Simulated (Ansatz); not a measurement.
Pb:
```
Pb
1.0
    0.00000     2.49778     2.49778
    2.49778     0.00000     2.49778
    2.49778     2.49778     0.00000
Pb
1
Direct
  0.00000   0.00000   0.00000
```

Relaxed with r²SCAN. Special points in fractions of this cell's reciprocal vectors: Γ (0.000, 0.000, 0.000); X (0.500, 0.000, 0.500); U (0.625, 0.250, 0.625); K (0.375, 0.375, 0.750); L (0.500, 0.500, 0.500); W (0.500, 0.250, 0.750).

Question: List the band energies nearest the Fermi level at these points for DFT-r²SCAN with spin–orbit coupling in the program Ansatz with PAW potentials.

Answer: In eV from the Fermi level; about four levels below and three above (degenerate sets whole), none deeper than 8.9 eV; points with the same levels are listed once.

```csv
k,below,above
Γ,–,5.23 5.23 8.58 8.58 8.58 8.58
X,-6.76 -6.76 -3.33 -3.33,1.57 1.57 2.86 2.86
U,-2.47 -2.47 -0.91 -0.91,3.18 3.18 7.13 7.13
L,-8.19 -8.19 -4.16 -4.16,4.69 4.69 6.61 6.61
W,-1.99 -1.99 -0.76 -0.76,0.69 0.69 11.28 11.28
```

Space group Fm-3m (fcc (Cu type)). The cell was relaxed with r²SCAN under the symmetry of its start.

Potentials: the later of the program's two PAW sets.
